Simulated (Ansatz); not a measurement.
## Profile along the Cu–Cu line in Cu (fcc, Cu type)

Cu (fcc, Cu type)

```cif
data_Cu4
_chemical_formula_sum 'Cu4'
_space_group_name_H-M_alt 'Fm-3m'
_space_group_IT_number 225
_space_group_name_Hall '-F 4 2 3'
_cell_length_a 3.62969
_cell_length_b 3.62969
_cell_length_c 3.62969
_cell_angle_alpha 90.000
_cell_angle_beta 90.000
_cell_angle_gamma 90.000
loop_
_atom_site_label
_atom_site_type_symbol
_atom_site_symmetry_multiplicity
_atom_site_Wyckoff_symbol
_atom_site_fract_x
_atom_site_fract_y
_atom_site_fract_z
_atom_site_occupancy
Cu1 Cu 4 a 0.00000 0.00000 0.00000 1
```
(The calculation used a cell of 1 atom; values per cell refer to that cell.)

Fields along a shortest Cu–Cu line of a {111} plane (2.57 Å), from Cu to Cu, interpolated on the slice's grid (step about 0.1 Å). Calculation: PBE (plane waves to 420 eV, PAW, scalar-relativistic; Ansatz, a program for electronic structure). k mesh 22×22×22. Inside the PAW spheres the values are not all-electron values, and peaks at nuclei hang on which shells count as valence. Cu is run without spin polarisation. Cu was relaxed with its symmetry unable to fall.

```csv
distance from Cu (Å),valence electron density (e/Å³),electron localisation function
0.00,70.23,x
0.26,37.07,x
0.51,7.44,0.34
0.77,1.25,0.19
1.03,0.36,0.17
1.28,0.26,0.22
1.54,0.36,0.17
1.80,1.25,0.19
2.06,7.44,0.34
2.31,37.07,x
2.57,70.23,x
```

x: too close to a nucleus for the ELF to mean much.

Density on the Cu–Cu line (2.57 Å) at its midpoint: 0.26 e/Å³. ELF at that point: 0.22.
